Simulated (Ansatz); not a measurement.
# Fields on a plane of PbS (rock salt)

```
CELL_PARAMETERS angstrom
      0.00000     3.00445     3.00445
      3.00445     0.00000     3.00445
      3.00445     3.00445     0.00000
ATOMIC_POSITIONS crystal
  S  0.00000 0.00000 0.00000
  Pb 0.50000 0.50000 0.50000
```

The slice is a {100} plane (indices of the conventional cell) through the point (0.500, 0.500, 0.500) (fractional), spanned by u = [100] and v = [0 1 -1] in vectors of this cell: u (4.25 Å) and v (4.25 Å, at 90° to u). It covers one period; positions are fractions (u, v).

Atoms on it: S at (0.50, 0.50); Pb at (0.00, 0.00).

The numbers are results of PBE (plane waves to 420 eV, PAW, scalar-relativistic; Ansatz, a program for electronic structure), not measurements. k mesh 10×10×10. Near the nuclei the fields are pseudised (PAW); where an atom keeps semicore shells as valence, they peak there. PbS was relaxed with its symmetry unable to fall. Spin-orbit coupling is left out, though Pb is heavy.

```
|::----    --++==--::::......::::--==++--    ----|
|----..  ..--====--::::......::::--====--..  ..--|
|..    ..::====--::::..........::::--====::..    |
|    ..::--==--::::..............::::--==--::..  |
|------====--::::..................::::--====----|
|++++====--::::........::::::........::::--====++|
|======--::::......::--======--::......::::--====|
|------::::......::==++######++==::......::::----|
|--::::::......::==**%%@@@@@@%%**==::......::::::|
|::::::........--++%%@@@@%%@@@@%%++--........::::|
|............::==##@@@@**++**@@@@##==::..........|
|............::==##@@%%++--++%%@@##==::..........|
|............::==##@@@@**++**@@@@##==::..........|
|::::::........--++%%@@@@%%@@@@%%++--........::::|
|--::::::......::==**%%@@@@@@%%**==::......::::::|
|------::::......::==++######++==::......::::----|
|======--::::......::--======--::......::::--====|
|++++====--::::........::::::........::::--====++|
|------====--::::..................::::--====----|
|    ..::--==--::::..............::::--==--::..  |
|..    ..::====--::::..........::::--====::..    |
|----..  ..--====--::::......::::--====--..  ..--|
|::----    --++==--::::......::::--==++--    ----|
|  ::--..  --++==----::......::----==++--  ..--::|
```
Scale: ten equal steps from 0.002 (start of ' ') to 0.129 (end of '@'), in the order ' .:-=+*#%@'. Values: density of the lowest conduction band (whole band as if filled, smooth part) in e/Å³. The map has 24 points along u (two characters each, u = 0 at the left) and 24 along v (v = 0 in the bottom row). 

```
|xxx.===-.       .-===.xx|
|xx :==-:.       .:-==: x|
|..:===-:...:::...:-===:.|
|-====-:..:=+++=:..:-====|
|====-:::-+##%##+-:::-===|
|==--:::-*%%@@@%%*-:::--=|
|--::.:-*%@@@@@@@%*-:.::-|
|:....-*%@@@@@@@@@%*-....|
|   .:+%@@@@%%%@@@@%+:.  |
|   .=#%@@@#xxx#@@@%#=.  |
|   :+#@@@%xxxxx%@@@#+:  |
|   :+%@@@#xxxxx#@@@%+:  |
|   :+#@@@%xxxxx%@@@#+:  |
|   .=#%@@@#xxx#@@@%#=.  |
|   .:+%@@@@%%%@@@@%+:.  |
|:....-*%@@@@@@@@@%*-....|
|--::.:-*%@@@@@@@%*-:.::-|
|==--:::-*%%@@@%%*-:::--=|
|====-:::-+##%##+-:::-===|
|-====-:..:=+++=:..:-====|
|..:===-:...:::...:-===:.|
|xx :==-:.       .:-==: x|
|xxx.===-.       .-===.xx|
|xxx.-==-:       :-==-.xx|
```
Scale: ten equal steps from 0.05 (start of ' ') to 0.86 (end of '@'), in the order ' .:-=+*#%@'. Values: electron localisation function (ELF). The map has 24 points along u (one character each, u = 0 at the left) and 24 along v (v = 0 in the bottom row). Points within 0.5 Å of a nucleus are blanked (x), as the pseudised field means little there.

| Item | Value |
|---|---|
| Element round which the density of the highest valence band (whole band, smooth part) is largest on this plane | S |
